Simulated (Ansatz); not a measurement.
Here is the system:

PbS:
```
PbS
1.0
    4.98797     0.00000     0.00000
    0.00000     4.98797     0.00000
    0.00000     0.00000     3.90083
Pb S
2 2
Direct
  0.50000   0.00000   0.33029
  0.00000   0.50000   0.66971
  0.00000   0.00000   0.00000
  0.50000   0.50000   0.00000
```

This is the LDA-relaxed structure. Tensor components refer to the Cartesian frame of this cell.

**Question.** All from plane-wave PAW LDA (Ansatz code), unless another level is named. Estimate the weight of the valence-edge state by species (Voronoi cells).

**Answer.** S 82 %, Pb 18 %.

**Question.** What about the valence-band maximum?

**Answer.** off the standard path, at k = (0.000, 0.297, 0.242).

**Question.** What about the conduction-band minimum?

**Answer.** off the standard path, at k = (-0.128, -0.128, 0.385).

Space group P4/nmm. The cell is a constructed one: a structure type filled with these elements; neither database checked (COD, Materials Project) lists it. It is not the phase usual at ambient conditions (space group No. 225). The LDA relaxation kept the symmetry of its start. At this level the phase is mechanically unstable. A crystal of weakly bound layers computed without a dispersion correction: the cell and the soft elastic constants depend strongly on that. Scalar-relativistic: spin–orbit coupling is off unless named, which matters more the heavier the elements.

Potentials: the later of the program's two PAW sets.
